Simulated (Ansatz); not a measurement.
The cell is Ga3Sb2As, ordered on the zincblende lattice (Imm2) with 6 atoms a cell; cell and atoms were relaxed with r2SCAN. Space group Imm2 (No. 44), orthorhombic; a = 4.234 Å, b = 12.680 Å, c = 5.967 Å in the conventional setting, 26.70 Å³ an atom. Around As lie 4 Ga at 2.46–2.51 Å; around Ga lie 2 As at 2.51 Å and 2 Sb at 2.65 Å; around Sb lie 4 Ga at 2.63–2.65 Å; around Ga lie 1 As at 2.46 Å and 3 Sb at 2.63–2.65 Å.

The questions ask for values computed with Ansatz on this geometry. Non-magnetic throughout. Whether this structure exists isn't addressed.

Given (8×8×8 mesh): With PBE the valence top at Γ–X (0.10 of the way from Γ) and the conduction bottom at Γ reach the same energy, so the least gap is zero; the least direct gap is 0.06 eV.

(1) What does PBE+SOC give for the gap (8×8×8 mesh)?

(2) What does r2SCAN give for the gap (8×8×8 mesh)?

(3) Estimate the gap with HSE06 on 4×4×4.

(4) Roughly how does the cost of the HSE06 run (4×4×4) compare with r2SCAN's (8×8×8)?

(5) What do these levels agree on?

Answers

(1) The PBE+SOC gap is indirect, 0.03 eV (Γ–X (0.10 of the way from Γ) to Γ), below the direct gap of 0.08 eV at Γ. (This is within a few times the smearing of 0.02 eV, so the filling near the edges can be smeared.)

(2) The r2SCAN gap is direct at Γ: 0.34 eV.

(3) With HSE06 the gap is 0.71 eV and direct, at Γ.

(4) About 6 times as much (19 core-minutes against 3 core-minutes, on 4 threads of Arm Neoverse V2 (shared host)).

(5) The levels disagree on the kind of gap: direct with r2SCAN, HSE06; indirect with PBE+SOC; zero gap with PBE.

Only the levels marked +SOC include spin-orbit coupling.

Gaps or overlaps of about a tenth of an eV are at the limit of these meshes: between the points read a gap can be smaller or closed.

Gaps under 0.1 eV (PBE+SOC) can't be told from a closed one: the bands may be in normal order or already inverted, which a gap's size doesn't show.
